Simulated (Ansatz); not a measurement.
ZnCu$_{2}$SnS$_{4}$:
```
CELL_PARAMETERS angstrom
      7.60702     0.00000     0.00000
      0.00000     6.61527     0.00000
      0.00000     0.00000     6.30423
ATOMIC_POSITIONS crystal
  Zn 0.50000 0.83395 0.50120
  Zn 0.00000 0.16605 0.00120
  Cu 0.25073 0.33166 0.49655
  Cu 0.24927 0.66834 0.99655
  Cu 0.74927 0.33166 0.49655
  Cu 0.75073 0.66834 0.99655
  Sn 0.50000 0.16394 0.00064
  Sn 0.00000 0.83606 0.50064
  S  0.24318 0.34461 0.13368
  S  0.25682 0.65539 0.63368
  S  0.75682 0.34461 0.13368
  S  0.74318 0.65539 0.63368
  S  0.50000 0.17101 0.61339
  S  0.00000 0.82899 0.11339
  S  0.50000 0.81773 0.12942
  S  0.00000 0.18227 0.62942
```

Relaxed with r²SCAN.

Q: Map the electron localisation function on the plane through (0.500, 0.834, 0.501) spanned by u = [0, 1, 0] and v = [0, 0, 1] in lattice vectors, from plane-wave PAW r²SCAN (Ansatz code).

A: x is the fraction of u, y of v (the angle between them is 90°; rows are the nearest grid lines); atoms in the plane: Zn at (0.00, 0.00), Sn at (0.33, 0.50), S at (0.34, 0.11), S at (0.98, 0.63).
```
|    .:+%@@%%%@@%#+:.      ....    |
|    .:-*%%%%%%%#+-.       ...:.   |
|  .....:-=====-:..         .....  |
|...........::...           .......|
|***+=:.                   .:-+****|
|@@%#*=:.                  .-+#%@@@|
|@@@%#*=:....              :+#%@@@@|
|=*%%%#*=-::::::..        :=#%%#*==|
| :*%%%*=::---:::..       :+#%%*:  |
| :#@@#=-::...:-:::.      :+#@@#-  |
|=*%@@#-::    .:-::.      :+#@@@#==|
|#%%@%+-:.     .-::..     .=*%@@@%#|
|%##*+-::.     :--:..      .-+#%%%%|
|**+==-:-:    .:-::.       .:-+**#*|
|=--:::::::...:--::.         .:-===|
|     .:---------:.                |
|     .-=+++++++=-:.               |
|   .:=+#%%@@@@%#*=:               |
|....-+#%%%%%%%%%#+-.            ..|
|...:=*%%%%*+*#%%%*=.         .....|
|....:*@@@+   -%@%#+:       .......|
| ...:+@@@*.  =%@@#+:       ...... |
|    .-#@@@#+*%@@%*-.      ....    |
|    .:+%@@%%%@@%#+:.      ....    |
```
Scale: ten equal steps from 0.000 (start of ' ') to 0.899 (end of '@'), in the order ' .:-=+*#%@'; x runs from 0.000 to 1.00, y from 0.000 (bottom) to 1.00 (top).

The density is the valence pseudo-density with augmentation charge, so density and ELF within about 1 Å of a nucleus are not all-electron values.

Space group Pmn2_1. The workflow started from a Materials Project entry (that database holds measured and hypothetical structures alike); the Crystallography Open Database copy checked does not list it. With Zn and Sn taken as one species the cell has the higher symmetry Pmc2_1, so it may be an ordered model of a mixed-site phase. It is not the phase usual at ambient conditions (space group No. 82). Symmetry was held in the r²SCAN relaxation; its stability against distortions is not shown here. The run is not spin-polarised. Scalar-relativistic: spin–orbit coupling is off unless named, which matters more the heavier the elements.

Potentials: the later of the program's two PAW sets.
